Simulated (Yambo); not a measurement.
# Optical response of HfH₂

```
HfH2
1.0
   -1.73070     1.73070     2.14480
    1.73070    -1.73070     2.14480
    1.73070     1.73070    -2.14480
H Hf
2 1
Direct
  0.25000   0.75000   0.50000
  0.75000   0.25000   0.50000
  0.00000   0.00000   0.00000
```

Yambo, RPA with local fields on PBEsol bands; 16×16×16 mesh, 36 bands, 4 Ry local-field block, 0.25 eV broadening; field along x.

```
E (eV)  Im ε  Im ε, independent particles
------  ----  ---------------------------
0.6     24.1                         24.1
1.1     23.4                         23.7
1.6     16.4                         16.8
2.1     14.9                         15.3
2.6     12.2                         12.4
3.1     12.7                         12.8
3.6     10.5                         9.88
4.1     7.31                         6.90
4.6     5.96                         5.64
5.1     5.40                         5.21
5.6     6.06                         6.09
6.1     6.33                         6.61
6.6     5.52                         5.80
7.1     4.30                         4.63
7.6     4.10                         4.52
8.1     4.28                         4.81
8.6     4.66                         5.26
9.1     5.86                         6.46
9.6     4.94                         5.37
10.1    4.95                         5.39
10.6    5.29                         5.52
11.1    4.57                         4.57
11.6    4.13                         3.98
12.1    3.30                         3.11
12.6    2.54                         2.34
13.1    1.87                         1.79
13.6    1.58                         1.54
14.1    1.48                         1.45
14.6    1.33                         1.29
15.1    1.23                         1.18
15.6    1.04                         0.96
16.1    0.95                         0.89
16.6    0.82                         0.75
17.1    0.63                         0.57
17.6    0.56                         0.52
18.1    0.53                         0.48
18.6    0.50                         0.42
19.1    0.41                         0.33
19.6    0.35                         0.29
```

Only interband transitions are included: the Drude term is missing, so nothing below about 0.6 eV and no real part is shown. Structure narrower than a few tenths of an eV can come from the finite k mesh.

Spin-orbit coupling is left out; for elements this heavy it splits bands near the Fermi level.

Geometry of the Materials Project entry, not relaxed at this level.
